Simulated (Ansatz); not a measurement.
Bi: two-dimensional strain map

Method: DFT LDA, scalar-relativistic, plane waves, PAW (Ansatz 0.2.0). Cutoff 420 eV, Γ-centred 10×10×10 k-points, Gaussian smearing of 0.05 eV. Spin–orbit coupling is left out, which can shift energies with elements as heavy as these. No spin polarisation. Energies are free energies at this smearing, counted from the undisturbed cell; pressure is positive in compression.

The undisturbed cell (as given, not relaxed at this level; it stands at -0.7 GPa; this form isn't the usual structure):

```
CELL_PARAMETERS angstrom
-4.25748 4.25748 1.43056
4.25748 -4.25748 1.43056
4.25748 4.25748 -1.43056
ATOMIC_POSITIONS crystal
Bi 0.00000 0.00000 0.00000
```

The cell holds chains and no dispersion correction was added, so their binding is poorly described.

The cell is strained by p along both x and y and by q along z, fractional coordinates fixed. Points are written (p, q).

Energy above the undisturbed cell in meV/atom (a dash: not computed):

| p \ q | -0.050 | -0.025 | 0.000 | 0.025 | 0.050 |
| --- | --- | --- | --- | --- | --- |
| -0.050 | -41.2 | -47.4 | -26.1 | 4.1 | 46.1 |
| -0.025 | -26.0 | – | -11.9 | – | 54.0 |
| 0.000 | -13.0 | -18.9 | 0.0 | 24.2 | 60.4 |
| 0.025 | -2.1 | – | – | – | – |
| 0.050 | 7.0 | – | 18.2 | – | 69.5 |

Pressure in GPa:

| p \ q | -0.050 | -0.025 | 0.000 | 0.025 | 0.050 |
| --- | --- | --- | --- | --- | --- |
| -0.050 | 0.4 | -0.7 | -0.9 | -1.1 | -1.3 |
| -0.025 | 0.4 | – | -0.8 | – | -1.2 |
| 0.000 | 0.4 | -0.6 | -0.7 | -0.8 | -1.0 |
| 0.025 | 0.4 | – | – | – | – |
| 0.050 | 0.4 | – | -0.5 | – | -0.9 |